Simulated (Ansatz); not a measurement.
KTaO$_{3}$: the gap against volume

KTaO$_{3}$, Pm-3m, a = 3.990 Å. The structure is a COD entry; whether it is the stable form wasn't checked. Ansatz: r2SCAN, PAW, 500 eV, Γ-centred 6×6×6 mesh on 5 atoms, Gaussian smearing 0.02 eV; no spin polarisation. Symmetry fixes shape and atoms, so the cell is only scaled; x = ln(V/V0) with V0 = 12.706 Å³/atom. The gap is read at the mesh points alone.

```tsv
x	gap y (eV)
-0.1278	2.938
-0.0943	2.861
-0.0619	2.783
-0.0305	2.704
0.0000	2.625
0.0296	2.547
0.0583	?
0.0953	2.366
```

Fit a straight line to the other rows, give the volume deformation potential of the gap and its pressure coefficient, and predict the missing gap. B0 = 208.8 GPa.

Means x = -0.02709, y = 2.6891; Σ(Δx)² = 0.03481, ΣΔxΔy = -0.08928; the slope is their ratio. y = 2.6197 − 2.5647 x. The slope is the deformation potential a = dE_g/d ln V = -2.56 eV, and dE_g/dP = −a/B0 = 12.3 meV/GPa. At x = 0.0583 the fit asked for gives 2.470 eV. The run gave 2.468 eV, so the fit is 0.002 eV too high, within the rms miss on the fitted rows (0.006 eV).

Spin-orbit coupling is left out, which matters for the bands of heavy elements. Semilocal functionals give gaps under the measured ones; changes of the gap mostly carry over better.

Symmetry holds off the tilts and polar distortions that many cubic perovskites undergo.